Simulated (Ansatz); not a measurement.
# Computed map of one atom of the cell: InAs (zinc blende)

Relaxed InAs (zinc blende):

```
CELL_PARAMETERS angstrom
      0.00000     6.10911     6.10911
      3.05455     0.00000     3.05455
      3.05455     3.05455     0.00000
ATOMIC_POSITIONS crystal
  As 0.37500 0.75000 0.75000
  As 0.87500 0.75000 0.75000
  In 0.00000 0.00000 0.00000
  In 0.50000 0.00000 0.00000
```

In this cell atom 3 (In, nearest neighbour As at 2.645 Å; its periodic images, 4.3 Å or more away, move with it) is moved by u·(1.000, 0.000, 0.000) + v·(0.000, 1.000, 0.000); the rest is frozen.

Level of theory: r2SCAN (plane waves to 500 eV, PAW, scalar-relativistic; Ansatz, a quantum-chemistry and plane-wave program). k mesh 4×8×8 (Γ-centred), Fermi-Dirac smearing 0.05 eV. Energies are smeared free energies. Compression counts positive. As the smearing reaches across the gap at some points, energies and forces of such displacements shift with the k mesh and the smearing. InAs was relaxed with its symmetry unable to fall. ΔE is measured from the undisplaced structure. Axes are in Å.

ΔE (meV/cell), with u across and v down:

| v \ u | -0.660 | -0.330 | 0.000 | 0.330 | 0.660 |
|---|---|---|---|---|---|
| -0.660 | 4072 | 2143 | 1509 | 2346 | 4505 |
| -0.330 | 2088 | 845 | 413 | 963 | 2346 |
| 0.000 | 1492 | 410 | 0 | 413 | 1509 |
| 0.330 | 2463 | 1002 | 410 | 845 | 2143 |
| 0.660 | 4833 | 2463 | 1492 | 2088 | 4072 |

P (GPa), with u across and v down:

| v \ u | -0.660 | -0.330 | 0.000 | 0.330 | 0.660 |
|---|---|---|---|---|---|
| -0.660 | 11.9 | 6.1 | 4.2 | 6.6 | 12.7 |
| -0.330 | 6.4 | 2.6 | 1.2 | 2.7 | 6.6 |
| 0.000 | 4.5 | 1.2 | 0.0 | 1.2 | 4.2 |
| 0.330 | 6.9 | 2.7 | 1.2 | 2.6 | 6.1 |
| 0.660 | 13.2 | 6.9 | 4.5 | 6.4 | 11.9 |

Key numbers:

```
Property                                                                                                          Result
-----------------------------------------------------------------------------  -----------------------------------------
Principal force constants in the plane (five-point differences of the forces)                          7.2 and 8.4 eV/Å²
Centre of the map                                                                                              a minimum
Lowest place on the grid                                                           u = 0.000 Å, v = 0.000 Å (0 meV/cell)
Highest place on the grid                                                      u = -0.660 Å, v = 0.660 Å (4833 meV/cell)
```

(A displaced cell: forces are minus the slopes of the energy, force constants its curvatures, and phonons follow from these.)
